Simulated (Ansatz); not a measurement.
# Lu2AlSi2: Lu vacancy

Computed with the plane-wave PAW code Ansatz (scalar-relativistic, PAW set soft_2): PBEsol, no spin polarisation, 420 eV cutoff, k-mesh 3×3×3.

The relaxed host crystal (no gap at this level of theory):

```
Lu Al Si
1.0
    -1.98952    2.79596    4.16106
     1.98952   -2.79596    4.16106
     1.98952    2.79596   -4.16106
Lu Al Si
2 1 2
Direct
  0.28962 0.78962 0.50000
  0.71038 0.21038 0.50000
  0.00000 0.00000 0.00000
  0.71159 0.50000 0.21159
  0.28841 0.50000 0.78841
```

Supercell of 20 atoms, rows of the matrix [[1,-1,0],[-1,-1,-2],[1,1,0]] times the cell vectors; Lu vacancy at (0.290, 0.790, 0.500) in fractions of the cell above. Atoms are relaxed at the host's cell, from a start shaken by 0.03 Å near the defect. The cell loses 1 of its 8 Lu, so this is a heavily defective crystal.

Problem. How does the lattice relax around the defect?

Solution. Distances from the empty Lu site (Å), by shell of the perfect crystal:

```csv
shell,perfect crystal,"relaxed, charge 0"
6 Si,2.90,2.88 (2.87 to 2.91)
2 Al,3.13,3.10
```

| charge | gap of the cell on the mesh (eV) |
| --- | --- |
| 0 | 0.00 |

Formation energy of the neutral defect: 4.09 eV, taking atoms from and to the elements' standard states (no corrections for gases), so it belongs to those chemical potentials alone.

Relaxed cell at charge 0:

```
Lu2AlSi2 V_Lu charge 0
1.0
    -3.9790    5.5919    0.0000
    -3.9790   -5.5919    0.0000
     0.0000    0.0000    8.3221
Lu Al Si
7 4 8
Direct
  0.7502 0.2499 0.7903
  0.7500 0.7500 0.2918
  0.2500 0.7498 0.7903
  0.7500 0.2499 0.2111
  0.2501 0.2499 0.7043
  0.2502 0.7500 0.2111
  0.7500 0.7499 0.7105
  0.4972 0.4972 0.0030
  0.9974 0.5026 0.5014
  0.0029 0.0027 0.0031
  0.5029 0.9971 0.5014
  0.6035 0.3934 0.4967
  0.1049 0.3950 0.0005
  0.1066 0.8965 0.4967
  0.6075 0.8925 0.0011
  0.3952 0.1048 0.0003
  0.8968 0.1064 0.4966
  0.8925 0.6074 0.0012
  0.3936 0.6032 0.4967
```

Caveats: small supercell, so energies and levels can be off by tenths of an eV; one random start near the defect, so other minima are possible.
